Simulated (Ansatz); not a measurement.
Method: Ansatz 0.2.0, DFT PBE, scalar-relativistic, plane waves, PAW. All cells share a 420 eV cutoff and Γ-centred k meshes spaced at most about 0.3 Å⁻¹ (about 0.25 or finer for metals, 2π included). No spin polarisation in the final relaxations.

Temperature and zero-point effects are left out.

Two relaxed structures of MgCd3O:

A.

```
Mg Cd O
1.0
     4.10099    0.00000    0.00000
     0.00000    4.10099    0.00000
     0.00000    0.00000    7.60692
Mg Cd O
1 3 1
Direct
  0.50000 0.50000 0.62274
  0.50000 0.00000 0.90901
  0.00000 0.50000 0.90901
  0.50000 0.50000 0.25627
  0.00000 0.00000 0.06972
```

B.

```
Mg Cd O
1.0
     4.34254    0.00000    0.00000
     0.00000    4.34254    0.00000
     0.00000    0.00000    5.42566
Mg Cd O
1 3 1
Direct
  0.00000 0.00000 0.04270
  0.50000 0.50000 0.07856
  0.00000 0.50000 0.48792
  0.50000 0.00000 0.48792
  0.50000 0.50000 0.67081
```

Task: Which form is favoured at zero pressure, and by what margin per atom?

Result: B is lower, by 160 meV/atom. A has space group P4mm (No. 99), 25.6 Å³/atom and no gap on its mesh; B has space group P4mm (No. 99), 20.5 Å³/atom and no gap. Counting Cd or Mg atoms around O (for each partner element, those within 1.25 times its shortest distance or 1.15 times the sum of covalent radii, where it is the nearest in units of that sum or under 1.3), A has O 4 and B has O 5. The denser one is the lower, and pressure would at first widen the difference. Both come from invented guesses.

Cells relaxed within their symmetry can be saddle points.
